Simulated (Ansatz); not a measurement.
AgW (L1₀ or tetragonal B2, P4/mmm) under volume change, DFT-PBEsol in the program Ansatz with PAW potentials, shape and atoms relaxed at each volume.

```json
[
 {"V (Å³/atom)": "14.431", "E − E(relaxed) (meV/atom)": "104.4", "P (GPa)": "25.72"},
 {"V (Å³/atom)": "14.907", "E − E(relaxed) (meV/atom)": "43.5", "P (GPa)": "15.58"},
 {"V (Å³/atom)": "15.383", "E − E(relaxed) (meV/atom)": "10.2", "P (GPa)": "7.09"},
 {"V (Å³/atom)": "15.858", "E − E(relaxed) (meV/atom)": "0.0", "P (GPa)": "-0.01"},
 {"V (Å³/atom)": "16.334", "E − E(relaxed) (meV/atom)": "9.1", "P (GPa)": "-5.92"},
 {"V (Å³/atom)": "16.810", "E − E(relaxed) (meV/atom)": "?", "P (GPa)": "?"},
 {"V (Å³/atom)": "17.286", "E − E(relaxed) (meV/atom)": "?", "P (GPa)": "?"}
]
```

### Question
Some entries are withheld; supply them.

### Answer

- 17.286, E − E(relaxed) (meV/atom): 72.5
- 17.286, P (GPa): -14.88
- 16.810, E − E(relaxed) (meV/atom): 34.2
- 16.810, P (GPa): -10.83

### Question
What does a third-order Birch–Murnaghan fit give for V₀, B₀ and B′?

### Answer
V₀ = 15.86 Å³/atom, B₀ = 215 GPa, B′ = 5.0.

The start of the workflow was typed in or built on a structure type; neither database checked (COD, Materials Project) lists it. Its standing as an ambient phase is unchecked. The PBEsol relaxation kept the symmetry of its start. At this level the phase is mechanically unstable. No spin polarisation was allowed. Its formation energy is positive at this level, so the cell may be metastable or incomplete. Scalar-relativistic: spin–orbit coupling is off unless named, which matters more the heavier the elements.

Potentials: the earlier of the program's two PAW sets. The files were generated under PBE; for other functionals the program regenerates the frozen cores, and for LDA and PBEsol the local potential too.
